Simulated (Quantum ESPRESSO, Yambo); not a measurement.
## Levels of theory for the gap of PtS$_{2}$ monolayer

A free-standing PtS2 monolayer (symmetry P-3m1, slab cell 15.5 Å high): one geometry, one set of norm-conserving PBE (Quantum ESPRESSO, 84 Ry, no spin-orbit coupling) orbitals, self-energies from Yambo (6×6×1 Γ-centred k mesh, bands 5 to 114 and a 6 Ry block in the screening, 114 bands in G with the Bruneval-Gonze terminator, plasmon pole fitted at 27.2 eV, slab-truncated Coulomb interaction, stochastic integration of W near q = 0).

The layer was cut from Materials Project entry mp-762 and relaxed with PBE+D3(BJ) in a cell 15.5 Å high, with the Coulomb interaction truncated along z.

| level | gap (0.167, 0.167) → (0, 0.167) (eV) | direct gap at (0, 0.167) (eV) | rough Yambo cost |
|---|---|---|---|
| PBE (Quantum ESPRESSO) | 2.08 | 2.08 | – |
| exchange only (Hartree-Fock self-energy on PBE orbitals) | 8.14 | 8.50 | about 1/6 (8 states) |
| G0W0@PBE, plasmon pole | 3.29 | 3.22 | 1 (8 states) |

Bare exchange has no screening and gives the widest gap. Among the k points computed, the smallest G0W0 gap is 3.22 eV, (0, 0.167) → (0, 0.167). The mesh misses a band edge: along a dense path the PBE gap is 1.81 eV against 2.08 eV on the mesh. All rows use the PBE edge points; in the exchange only run other k points give a smaller gap, 7.81 eV.

Costs are rough ratios of core time on shared machines.

Convergence of the G0W0 settings was not tested.

Spin-orbit coupling is left out, which matters for elements this heavy: edges can move by tenths of an eV.
